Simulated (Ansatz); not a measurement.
The end of the path is a generated cell of AlIr: the first start was made by a random draw of sites in a space group, and the end was not matched to a known phase here, so it may be hypothetical.

A geometry of AlIr away from equilibrium: the start of the relaxation of a randomly generated symmetric cell of AlIr (space group No. 186). These are PBEsol (plane waves to 420 eV, PAW, scalar-relativistic; Ansatz, an electronic-structure program) values and carry that method's errors. Γ-centred k-mesh 16×16×3 on the run's cell (coarser than for final values), Fermi–Dirac smearing 0.05 eV.

```xyz
4
Lattice="2.3067 0.0000 0.0000 -1.1534 1.9977 0.0000 0.0000 0.0000 12.9443" Properties=species:S:1:pos:R:3:forces:R:3 pbc="T T T" free_energy=-24632.353 pressure_GPa=176.1
Al     0.0000     0.0000    10.8193    0.0000    0.0000   13.0013
Al     0.0000     0.0000     4.3472    0.0000    0.0000   13.0013
Ir     0.0000     1.3318     9.1750    0.0000    0.0000  -13.0013
Ir     1.1534     0.6659     2.7028    0.0000    0.0000  -13.0013
```

Positions in Å, forces in eV/Å, free energy of the cell in eV (comparable only within this code, potentials and settings). Largest force: 13.00 eV/Å, on Al1, Al2, Ir3, Ir4 (atoms numbered as listed); the geometry lies 4.32 eV/atom above the end of its relaxation.

No spin polarisation in the result.

The run could not lose the symmetry of its start, so the end can be a saddle point.
